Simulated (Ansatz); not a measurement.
Given:

HfC:
Space group F-43m (No. 216); a = b = c = 5.0267 Å, α = β = γ = 90.00°

```
atom  site  symmetry       x       y       z
----  ----  --------  ------  ------  ------
Hf      4a      -43m  0.0000  0.0000  0.0000
C       4d      -43m  0.7500  0.7500  0.7500
```
(The calculation used a cell of 2 atoms; values per cell refer to that cell.)

This is the r²SCAN-relaxed structure.

**Question.** All from r²SCAN (plane waves, PAW; program Ansatz), unless another level is named. Estimate the electron effective mass with spin–orbit coupling.

**Answer.** 0.30, 0.30, 2.6 mₑ (principal values).

**Question.** Predict the gap with spin–orbit coupling.

**Answer.** 0.43 eV.

**Question.** Next, the band gap?

**Answer.** 0.57 eV (direct).

**Question.** Give the electron effective mass.

**Answer.** 0.34, 0.34, 3.2 mₑ (principal values).

**Question.** And the hole effective mass with spin–orbit coupling?

**Answer.** 1.4, 1.4, 4.3 mₑ (principal values).

**Question.** Give the weight of the valence-edge state by species (Voronoi cells).

**Answer.** C 79 %, Hf 21 %.

The start of the workflow was typed in or built on a structure type; neither database checked (COD, Materials Project) lists it. It is not the phase usual at ambient conditions (space group No. 225). Symmetry was held in the r²SCAN relaxation; its stability against distortions is not shown here. No spin polarisation was allowed. Spin–orbit coupling is left out wherever it is not named.

Potentials: the earlier of the program's two PAW sets.
